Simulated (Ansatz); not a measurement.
## MgCd3Te4 (P3m1) at 3 levels of theory

One geometry, relaxed with PBE; plane waves with PAW potentials in Ansatz, scalar-relativistic. No spin polarisation. Gaps are the least over mesh and band path; pressure is positive in compression.

```
Mg Cd Te
1.0
     4.66058    0.00000    0.00000
    -2.33029    4.03618    0.00000
     0.00000    0.00000   15.23766
Mg Cd Te
1 3 4
Cartesian
  0.0000 2.6908 7.5774
  0.0000 2.6908 15.2215
  2.3303 1.3454 3.8302
  2.3303 1.3454 11.3849
  0.0000 2.6908 2.8543
  0.0000 2.6908 10.4059
  2.3303 1.3454 6.6995
  2.3303 1.3454 14.2528
```

```json
{"level": "PBE", "cutoff (eV)": "420", "k mesh": "6×6×2", "gap (eV)": "0.90", "pressure (GPa)": "0.0"}
{"level": "r2SCAN", "cutoff (eV)": "500", "k mesh": "6×6×2", "gap (eV)": "1.42", "pressure (GPa)": "-1.0"}
{"level": "LDA", "cutoff (eV)": "420", "k mesh": "6×6×2", "gap (eV)": "0.66", "pressure (GPa)": "-3.2"}
```

Spin-orbit coupling matters for the bands of heavy elements and is left out.

The structure comes from a generated guess; another structure or a mixture of phases may lie lower.
